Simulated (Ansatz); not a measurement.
SiO2:
```
SiO2
1.0
    4.94920     0.00000     0.00000
   -2.47460     4.28613     0.00000
    0.00000     0.00000     5.44188
Si O
3 6
Cartesian
  1.31065   2.27012   0.00000
  2.32789   0.00000   1.81396
 -1.16394   2.01601   3.62792
  0.30036   1.76808   4.27462
  0.79322   3.66221   0.64670
 -1.09358   3.14197   2.46066
  1.38102   1.14416   1.16726
  2.77496   2.51805   4.79518
  3.26782   0.62392   2.98122
```

Tensor components refer to the Cartesian frame of this cell.

Give the high-frequency dielectric tensor and the Born effective charge tensors of the independent atoms from DFPT, PBEsol (plane waves, PAW; program Ansatz).


ε∞:
```
2.49  0.00  0.00
0.00  2.49  0.00
0.00  0.00  2.52
```
Z* of atom 1 (Si), rows: field, columns: displacement, in e:
```
 3.51  -0.29   0.27
-0.29   3.17  -0.16
-0.23   0.13   3.46
```
Z* of atom 4 (O), rows: field, columns: displacement, in e:
```
-2.29  -0.08  -0.82
-0.03  -1.05  -0.07
-0.82  -0.14  -1.73
```

Space group P3_121. Symmetry was held in the PBEsol relaxation.

Potentials: the earlier of the program's two PAW sets. The files were generated under PBE; for other functionals the program regenerates the frozen cores, and for LDA and PBEsol the local potential too.
